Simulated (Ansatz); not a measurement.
Input:

SrO:
```cif
data_O4Sr4
_chemical_formula_sum 'Sr4 O4'
_space_group_name_H-M_alt 'Fm-3m'
_space_group_IT_number 225
_space_group_name_Hall '-F 4 2 3'
_cell_length_a 5.12247
_cell_length_b 5.12247
_cell_length_c 5.12247
_cell_angle_alpha 90.000
_cell_angle_beta 90.000
_cell_angle_gamma 90.000
loop_
_atom_site_label
_atom_site_type_symbol
_atom_site_symmetry_multiplicity
_atom_site_Wyckoff_symbol
_atom_site_fract_x
_atom_site_fract_y
_atom_site_fract_z
_atom_site_occupancy
Sr1 Sr 4 b 0.50000 0.50000 0.50000 1
O1 O 4 a 0.00000 0.00000 0.00000 1
```
(The calculation used a cell of 2 atoms; values per cell refer to that cell.)

This is the PBEsol-relaxed structure.

### Question
All from PBEsol (plane waves, PAW; program Ansatz), unless another level is named. Predict the Poisson's ratio.

### Answer
0.24.

### Question
And the elastic constants (relaxed ions, GPa)?

### Answer
C11 = 184, C12 = 48.8, C44 = 54.7.

The PBEsol relaxation kept the symmetry of its start.

Potentials: the later of the program's two PAW sets.
